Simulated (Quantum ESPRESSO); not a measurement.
## IrZr3AuTa2Pt (one composition in several site orders)

Simulated, not a measurement. The program is pw.x of Quantum ESPRESSO 7.5 (plane-wave density functional theory). The cell is made up: eight metal atoms on a face-centred cubic lattice, with elements, volume, strain and displacements drawn at random and not relaxed, so it may be unstable or far from any real phase. PseudoDojo standard norm-conserving files set the functional (PBE unless stated); there is no spin polarisation or spin-orbit coupling, the Fermi-Dirac width of 0.25 eV means electrons at about 2900 K, and the masses in the input are unused placeholders. Heavy elements are run without spin-orbit coupling, which real alloys of them have. A spin test at this wide smearing found no moment, but such smearing suppresses magnetism that the real alloy may have.

The runs put one composition on the sites in different orders. Cell, positions, cutoff, mesh and smearing stay as in the input of run 1; sites are counted in its order. Stress in the tables is positive in tension.

Input of run 1:

```
&control calculation='scf', pseudo_dir='./dojo.nc.sr.pbe.v0_5.standard.upf', outdir='./o', disk_io='minimal', tprnfor=.true., tstress=.true. /
&system ibrav=0, nat=8, ntyp=5, nbnd=75, ecutwfc=84.00895049, nosym=.true., tot_charge=0,
 occupations='smearing', smearing='fd', degauss=0.0183746611
/
&electrons conv_thr=1.470e-08, electron_maxstep=70, mixing_beta=0.5 /
ATOMIC_SPECIES
Au 1.0 Au.upf
Ir 1.0 Ir.upf
Pt 1.0 Pt.upf
Ta 1.0 Ta.upf
Zr 1.0 Zr.upf
CELL_PARAMETERS angstrom
2.0726 4.1452 2.0726
2.0726 -4.1452 2.0726
2.0726 0.0 -6.2178
ATOMIC_POSITIONS angstrom
Ir -0.0555 -0.0323 -0.0105
Zr 2.1238 -2.0395 -0.0226
Au 2.0829 -0.0137 -2.011
Ta 4.1152 -2.0596 -2.0017
Zr 2.1172 0.0133 2.0925
Pt 2.1166 2.1393 0.009
Zr 4.1462 -0.0118 0.0657
Ta 4.2015 1.9942 -2.0666
K_POINTS automatic
5 5 4 1 1 1
```

```
run  elements on sites 1 to 8  free energy less that of run 1 (eV)  -TS (eV)  pressure (GPa)  stress xx (GPa)  stress yy (GPa)  stress zz (GPa)  stress yz (GPa)  stress xz (GPa)  stress xy (GPa)  iterations
  1   Ir Zr Au Ta Zr Pt Zr Ta                                0.000    -1.650            8.86            -6.53           -12.37            -7.70            -0.12             2.05            -0.46          18
  2   Au Zr Ta Ta Pt Ir Zr Zr                               -0.062    -1.571            9.57           -11.40            -5.88           -11.43            -0.07             1.12             0.26          18
  3   Zr Ir Zr Ta Zr Pt Ta Au                               -1.400    -1.600            8.02            -9.09            -6.14            -8.83             0.20            -0.91             0.86          17
  4   Ta Ta Pt Zr Zr Ir Au Zr                                0.230    -1.685            9.37           -11.32            -6.21           -10.59            -1.02             1.34            -1.49          18
  5   Zr Ta Zr Ta Ir Au Zr Pt                               -0.618    -1.555            9.20            -8.68           -10.02            -8.91            -0.63            -1.74            -0.78          18
  6   Ta Zr Pt Zr Au Ir Zr Ta                               -0.570    -1.563            8.58            -8.55            -9.03            -8.15            -1.05            -0.40            -1.74          18
```

Forces Fx Fy Fz (eV/Å):

| site | run 1 | run 2 | run 3 | run 4 | run 5 | run 6 |
| --- | --- | --- | --- | --- | --- | --- |
| 1 | -0.36 0.23 0.82 | 0.74 0.06 0.23 | 1.00 0.16 0.69 | 2.39 0.03 -0.94 | 0.24 0.42 0.64 | 1.94 0.15 -0.64 |
| 2 | -0.58 -0.34 0.81 | -0.93 -0.28 1.14 | 0.10 -0.15 0.09 | -0.11 -0.10 0.24 | -1.29 -0.38 1.63 | -0.91 -0.18 1.00 |
| 3 | 0.07 0.37 -0.39 | -0.50 0.25 -0.01 | -0.26 0.25 0.13 | -0.34 0.10 0.09 | 1.07 0.50 -1.36 | -0.17 0.32 -0.05 |
| 4 | 1.84 -0.15 -1.70 | 2.30 -0.27 -2.24 | -0.11 -0.54 0.06 | 0.23 -0.37 -0.30 | 1.14 -0.49 -1.22 | 1.39 -0.34 -1.45 |
| 5 | -0.95 -0.11 -0.14 | -0.81 -0.08 0.17 | -0.15 -0.05 -1.34 | 0.19 -0.08 -1.33 | -0.55 -0.10 -0.11 | -0.83 -0.09 -0.13 |
| 6 | -0.26 -0.64 0.25 | -0.04 -0.41 -0.04 | -0.23 -0.67 -0.01 | -0.79 -0.50 0.78 | -0.60 -0.86 0.31 | -0.14 -0.61 -0.12 |
| 7 | 0.72 0.12 -0.46 | -0.44 0.08 0.69 | -0.05 0.13 0.17 | 0.29 0.07 -0.14 | -0.25 0.30 0.39 | -0.44 0.11 0.82 |
| 8 | -0.50 0.52 0.80 | -0.32 0.65 0.06 | -0.30 0.86 0.23 | -1.85 0.84 1.60 | 0.24 0.60 -0.28 | -0.85 0.63 0.58 |

The sites are displaced and not relaxed, so the energy differences mix bonding between neighbours with strain and are not ordering energies. A rerun of one cell of this series at a higher cutoff and on a denser mesh moved values by no more than 0.005 eV in energy, 0.03 GPa in stress and 0.006 eV/Å in force, and a second program with other atomic files agreed on that cell to 2 % rms in force and 0.5 GPa in pressure.